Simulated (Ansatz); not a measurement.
Data:

AlInSb2:
```cif
data_Al3In3Sb6
_chemical_formula_sum 'Al3 In3 Sb6'
_space_group_name_H-M_alt 'R3m :H'
_space_group_IT_number 160
_space_group_name_Hall 'R 3 -2"'
_cell_length_a 4.47988
_cell_length_b 4.47988
_cell_length_c 21.93829
_cell_angle_alpha 90.000
_cell_angle_beta 90.000
_cell_angle_gamma 120.000
loop_
_atom_site_label
_atom_site_type_symbol
_atom_site_symmetry_multiplicity
_atom_site_Wyckoff_symbol
_atom_site_fract_x
_atom_site_fract_y
_atom_site_fract_z
_atom_site_occupancy
Al1 Al 3 a 0.00000 0.00000 0.00049 1
In1 In 3 a 0.00000 0.00000 0.49935 1
Sb1 Sb 3 a 0.00000 0.00000 0.87929 1
Sb2 Sb 3 a 0.00000 0.00000 0.37086 1
```
(The calculation used a cell of 4 atoms; values per cell refer to that cell.)

This is the PBEsol-relaxed structure.

Problem. All from plane-wave PAW PBEsol (Ansatz code), unless another level is named. Estimate the bulk modulus (Birch–Murnaghan fit).

Solution. 47.6 GPa.

Problem. Give the highest zone-centre frequency (without LO–TO term).

Solution. 306 cm⁻¹.

The first step of the workflow began from a Materials Project structure, measured or hypothetical; the Crystallography Open Database copy checked does not list it. With Al and In taken as one species the cell has the higher symmetry F-43m, so it may be an ordered model of a mixed-site phase. Its standing as an ambient phase is unchecked. The PBEsol relaxation kept the symmetry of its start; of distortions, only those at the zone centre were tested. Spin–orbit coupling is left out wherever it is not named.

Potentials: the later of the program's two PAW sets.
